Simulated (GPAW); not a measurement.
# Moving the functional in Ba2Tl5V3O12

```
CELL_PARAMETERS angstrom
4.23698 2.44622 6.12840
-4.23698 2.44622 6.12840
0.00000 -4.89244 6.12840
ATOMIC_POSITIONS crystal
Ba 0.50000 0.50000 0.50000
Ba 0.00000 0.00000 0.00000
V 0.50000 0.50000 0.00000
V 0.00000 0.50000 0.50000
V 0.50000 0.00000 0.50000
Tl 0.00000 0.00000 0.50000
Tl 0.50000 0.00000 0.00000
Tl 0.00000 0.50000 0.00000
Tl 0.74045 0.74045 0.74045
Tl 0.25955 0.25955 0.25955
O 0.71652 0.08089 0.41242
O 0.41242 0.71652 0.08089
O 0.08089 0.41242 0.71652
O 0.58758 0.91911 0.28348
O 0.91911 0.28348 0.58758
O 0.28348 0.58758 0.91911
O 0.28348 0.91911 0.58758
O 0.58758 0.28348 0.91911
O 0.91911 0.58758 0.28348
O 0.41242 0.08089 0.71652
O 0.08089 0.71652 0.41242
O 0.71652 0.41242 0.08089
```

The cell comes from a database or a generator and needn't be the stable form of this composition.

Kept alike: task band structure; k mesh 3 × 3 × 3; occupations fermi-dirac, width 0.05 eV; collinear spin, ferromagnetic start. Program: GPAW, potentials by row: PAW data sets generated for this functional (AM05, BLYP, PBEsol, PW91); the program's PAW data sets (release 1.2.1) made for this functional (LDA, RPBE, revPBE); GPAW PAW data sets (gpaw-data 1.2.1) (PBE, SCAN on files made for PBE, TPSS on files made for PBE), cutoff 800 eV. The mesh is that of the run's cell of 22 atoms. No spin-orbit coupling.

```csv
functional,pressure (GPa),largest site moment (μB)
AM05,-3.12,0.27
BLYP,3.26,0.32
LDA,-7.96,0.16
PBE,0.38,0.34
PBEsol,-4.02,0.30
PW91,-0.21,0.34
RPBE,3.88,0.37
SCAN,-3.61,0.42
TPSS,-1.31,0.37
revPBE,2.97,0.36
```

Pressure is positive in compression; the values hold the error of the finite cutoff, so their zero can differ a little from the energy's minimum. For a metal such a mesh leaves the last digits unconverged. The runs hold the magnetic state that their start led to, which needn't be the lowest. Site moments count inside each atom's sphere or projector.

Q: What does the functional change here?

A: The pressure runs from -7.96 (LDA) to 3.88 GPa (RPBE). From PBE: AM05 -3.50; BLYP +2.88; LDA -8.34; PBEsol -4.40; PW91 -0.59; RPBE +3.50; SCAN -3.99; TPSS -1.69; revPBE +2.59. The largest site moment runs from 0.16 (LDA) to 0.42 μB (SCAN). From PBE: AM05 -0.07; BLYP -0.02; LDA -0.18; PBEsol -0.04; PW91 +0.00; RPBE +0.03; SCAN +0.08; TPSS +0.03; revPBE +0.02.
